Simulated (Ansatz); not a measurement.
Cs2YAgCl6:
```
Cs2YAgCl6
1.0
    0.00000     5.28653     5.28653
    5.28653     0.00000     5.28653
    5.28653     5.28653     0.00000
Cs Y Ag Cl
2 1 1 6
Direct
  0.75000   0.75000   0.75000
  0.25000   0.25000   0.25000
  0.50000   0.50000   0.50000
  0.00000   0.00000   0.00000
  0.74653   0.25347   0.25347
  0.25347   0.74653   0.74653
  0.25347   0.74653   0.25347
  0.74653   0.25347   0.74653
  0.25347   0.25347   0.74653
  0.74653   0.74653   0.25347
```

DFT-PBEsol in the program Ansatz with PAW potentials gives a gap of 3.69 eV without spin–orbit coupling, maximum at L, minimum at Γ.

What happens when spin–orbit coupling is switched on?

The gap shrinks by 0.03 eV, to 3.66 eV; maximum at L, minimum at Γ.

Give the electron effective mass with spin–orbit coupling.

0.37 mₑ (isotropic).

Give the hole effective mass with spin–orbit coupling.

0.76, 0.85, 1.1 mₑ (principal values).

Space group Fm-3m. The first step of the workflow began from a Materials Project structure, measured or hypothetical; the Crystallography Open Database copy checked does not list it. Whether it is the stable phase at ambient conditions was not checked. The cell was relaxed with PBEsol under the symmetry of its start; whether a distortion lowers the energy is not shown. No spin polarisation was allowed.

Potentials: the later of the program's two PAW sets.
